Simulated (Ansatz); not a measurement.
## ZrIn3 from its elements: all-electron against pseudopotential results

```xyz
4
Lattice="-2.1115 2.1115 4.8844 2.1115 -2.1115 4.8844 2.1115 2.1115 -4.8844" Properties=species:S:1:pos:R:3 pbc="T T T"
Zr    0.0000    0.0000    0.0000
In    2.1115    0.0000    2.4422
In    0.0000    2.1115    2.4422
In    0.0000    0.0000    4.8844
```

The cell comes from a relaxation on PAW files under the same functional, begun from a database entry that needn't be the ground state.

All numbers are PBEsol results (scalar-relativistic) from Ansatz 0.2.0, with a Γ-centred 12×12×12 k mesh, Fermi–Dirac smearing of 0.05 eV, no spin polarisation. Methods: LAPW: all electrons, basis error target 0.5 meV/atom; PAW: frozen-core files, cutoff 420 eV.

The elements are taken as In bct, Zr hcp, each relaxed on PAW files under the same functional and computed by the same method as the compound; zero-point and thermal terms are left out.

The PAW files were made under PBE.

Task: Give the formation energy by each method, with the residual pressure at this cell and the LAPW gap.

Result: 

| method | ΔE(formation) (eV/atom) | P at this cell (GPa) | gap (eV) |
| --- | --- | --- | --- |
| LAPW | -0.297 | 0.03 | 0.00 |
| PAW | -0.298 | 0.01 | – |

Task: Give the LAPW value for one formula unit in kJ/mol.

Result: -0.297 eV/atom × 4 atoms × 96.485 kJ/(mol·eV) = -114.6 kJ/mol, at zero temperature and without zero-point motion.
